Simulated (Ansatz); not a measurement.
Ag:
```yaml
crystal:
  lattice:
    - [0.00000, 2.02672, 2.02672]
    - [2.02672, 0.00000, 2.02672]
    - [2.02672, 2.02672, 0.00000]
  atoms:
    - { symbol: Ag, position: [0.00000, 0.00000, 0.00000] }
```

Relaxed with PBEsol.

List the phonon frequencies at the special points (DFPT on a 5×5×5 q-mesh, Fourier-interpolated; DFT-PBEsol in the program Ansatz with PAW potentials).

In cm⁻¹.

```
q  frequencies
-  -----------
Γ        0 0 0
X  118 118 176
U  106 138 160
K  106 138 160
L    79 79 180
W  114 147 147
```

Space group Fm-3m (fcc (Cu type)). The cell was relaxed with PBEsol under the symmetry of its start; phonons on a q-mesh show no instability. No spin polarisation was allowed. As this level gives no gap, phonon frequencies hold no LO–TO term and depend on the k-mesh and smearing (Fermi–Dirac, 0.1 eV here).

Potentials: the earlier of the program's two PAW sets.
